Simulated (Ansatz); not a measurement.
Given:

LiF:
```cif
data_FLi
_chemical_formula_sum 'Li1 F1'
_space_group_name_H-M_alt 'Pm-3m'
_space_group_IT_number 221
_space_group_name_Hall '-P 4 2 3'
_cell_length_a 2.46598
_cell_length_b 2.46598
_cell_length_c 2.46598
_cell_angle_alpha 90.000
_cell_angle_beta 90.000
_cell_angle_gamma 90.000
loop_
_atom_site_label
_atom_site_type_symbol
_atom_site_symmetry_multiplicity
_atom_site_Wyckoff_symbol
_atom_site_fract_x
_atom_site_fract_y
_atom_site_fract_z
_atom_site_occupancy
Li1 Li 1 a 0.00000 0.00000 0.00000 1
F1 F 1 b 0.50000 0.50000 0.50000 1
```

This is the LDA-relaxed structure.

Q: All from plane-wave PAW LDA (Ansatz code), unless another level is named. Give the bulk modulus (Birch–Murnaghan fit).

A: 87.1 GPa.

Q: Predict the elastic constants (relaxed ions, GPa).

A: C11 = 308, C12 = -23.4, C44 = -30.0.

The workflow started from a Materials Project entry (that database holds measured and hypothetical structures alike); the Crystallography Open Database copy checked does not list it. It is not the phase usual at ambient conditions (space group No. 225). The cell was relaxed with LDA under the symmetry of its start. At this level the phase is dynamically unstable (imaginary phonons).

Potentials: the later of the program's two PAW sets.
